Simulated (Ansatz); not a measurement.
## Time and memory for La₆MgWO₁₂

```yaml
crystal:
  lattice:
    - [5.0849858517, 2.9358179503, 3.639691]
    - [-5.0849858517, 2.9358179503, 3.639691]
    - [0.0, -5.8716359006, 3.639691]
  atoms:
    - { symbol: La, position: [0.268705, 0.088243, 0.572677] }
    - { symbol: La, position: [0.911757, 0.427323, 0.731295] }
    - { symbol: La, position: [0.427323, 0.731295, 0.911757] }
    - { symbol: La, position: [0.572677, 0.268705, 0.088243] }
    - { symbol: La, position: [0.088243, 0.572677, 0.268705] }
    - { symbol: La, position: [0.731295, 0.911757, 0.427323] }
    - { symbol: Mg, position: [0.5, 0.5, 0.5] }
    - { symbol: W, position: [0.0, 0.0, 0.0], spin: 2.0 }
    - { symbol: O, position: [0.293361, 0.063314, 0.934853] }
    - { symbol: O, position: [0.936686, 0.065147, 0.706639] }
    - { symbol: O, position: [0.582337, 0.450864, 0.800779] }
    - { symbol: O, position: [0.549136, 0.199221, 0.417663] }
    - { symbol: O, position: [0.065147, 0.706639, 0.936686] }
    - { symbol: O, position: [0.199221, 0.417663, 0.549136] }
    - { symbol: O, position: [0.800779, 0.582337, 0.450864] }
    - { symbol: O, position: [0.934853, 0.293361, 0.063314] }
    - { symbol: O, position: [0.450864, 0.800779, 0.582337] }
    - { symbol: O, position: [0.417663, 0.549136, 0.199221] }
    - { symbol: O, position: [0.063314, 0.934853, 0.293361] }
    - { symbol: O, position: [0.706639, 0.936686, 0.065147] }
magnetization:
  spin_polarized: true
kpoints:
  mp_grid: { grid: [5, 5, 5] }
scf:
  occupations: { method: fermi_dirac, width: 0.05 }
hamiltonian:
  xc: pbe
  pseudopotentials: { kind: paw }
output:
  forces: true
  stress: true
  populations: true
  efg:
    quadrupole_moments_barn: { La: 0.206, Mg: 0.1994, O: -0.02558 }
    contact_densities: true
  write_density: true
  write_potential: true
  elf: true
  volumetric_format: npy
```

```sh
ansatz run input.yaml --threads 2 --pin off --max-ram 5120MiB --backend cpu --events-out ev --progress --plain --runs-dir out
```

It runs on 2 threads of Intel Xeon Processor @ 2.50GHz (Skylake/Cascade Lake) (x86_64; 62 cores open to the job, memory cap 5.0 GiB, no GPU), a shared host with a load of 0.9 a core.

Problem. Estimate the wall time and the peak memory.

Solution. About 5.2 min of wall time (9.9 min of CPU time) and 1.6 GiB. The run holds 162 valence electrons in 102 bands, about 6385 plane waves a k-point and 23 irreducible k-points, and took 14 SCF iterations. Times on a shared host vary by tens of per cent.
